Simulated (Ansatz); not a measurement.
Relaxed-ion elastic tensor of KTaO3 (cubic perovskite, Pm-3m) in GPa (Voigt order), plane-wave PAW r²SCAN (Ansatz code); density 7.01 g/cm³, 12.71 Å³ per atom.

```
 462  82.8  82.8   0.0   0.0   0.0
82.8   462  82.8   0.0   0.0   0.0
82.8  82.8   462   0.0   0.0   0.0
 0.0   0.0   0.0   108   0.0   0.0
 0.0   0.0   0.0   0.0   108   0.0
 0.0   0.0   0.0   0.0   0.0   108
```

**Question.** Is the crystal mechanically stable?

**Answer.** Yes: the smallest eigenvalue of C is 108 GPa.

**Question.** Work out the Voigt, Reuss and Hill averages.

**Answer.** K_V = 209, K_R = 209, K_H = 209; G_V = 140, G_R = 130, G_H = 135 GPa.

**Question.** Give Young's modulus, Poisson's ratio, Pugh's ratio and the universal anisotropy index.

**Answer.** E = 9KG/(3K + G) = 334 GPa; ν = 0.23; K/G = 1.55 (brittle by the Pugh limit of 1.75); A_U = 5G_V/G_R + K_V/K_R − 6 = 0.39.

**Question.** Estimate the sound speeds and the Debye temperature.

**Answer.** v_l = √((K + 4G/3)/ρ) = 7460 m/s, v_t = √(G/ρ) = 4390 m/s, mean 4870 m/s; Θ = (h/k)(3n/4πV)^(1/3) v_m = 621 K.

**Question.** Give the Zener ratio and Young's modulus along [100], [110] and [111].

**Answer.** A = 2C44/(C11 − C12) = 0.57; 1/E = S11 − 2(S11 − S12 − S44/2)Γ with Γ = 0, 1/4, 1/3 gives 437, 304, 276 GPa.

The cell was relaxed with r²SCAN under the symmetry of its start; phonons on a q-mesh show weakly imaginary modes. No spin polarisation was allowed. Scalar-relativistic: spin–orbit coupling is off unless named, which matters more the heavier the elements.

Potentials: the later of the program's two PAW sets.
